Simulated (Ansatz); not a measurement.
# Electric field gradients in HfH₂

Method: DFT LDA, scalar-relativistic, plane waves, PAW in Ansatz. Plane waves to 420 eV; Γ-centred k mesh 18×18×18; Fermi-Dirac smearing of 0.15 eV. No spin polarisation.

Relaxed structure:
```
CELL_PARAMETERS angstrom
-1.71589 1.71589 2.11411
1.71589 -1.71589 2.11411
1.71589 1.71589 -2.11411
ATOMIC_POSITIONS crystal
Hf 0.00000 0.00000 0.00000
H 0.75000 0.25000 0.50000
H 0.25000 0.75000 0.50000
```

In a metal these results depend on the k mesh and the smearing. Spin–orbit coupling is left out, which matters for gradients at heavy nuclei.

Task: Give V_zz (10²¹ V/m²) and the asymmetry η at each distinct site.

Result:
| atom | V_zz | η |
| --- | --- | --- |
| Hf (atom 1) | -3.56 | 0.00 |
| H (atom 2) | -0.038 | 0.00 |

Cost: 1 run of about 0.16 core-minutes, on Arm Neoverse V1 (shared hosts).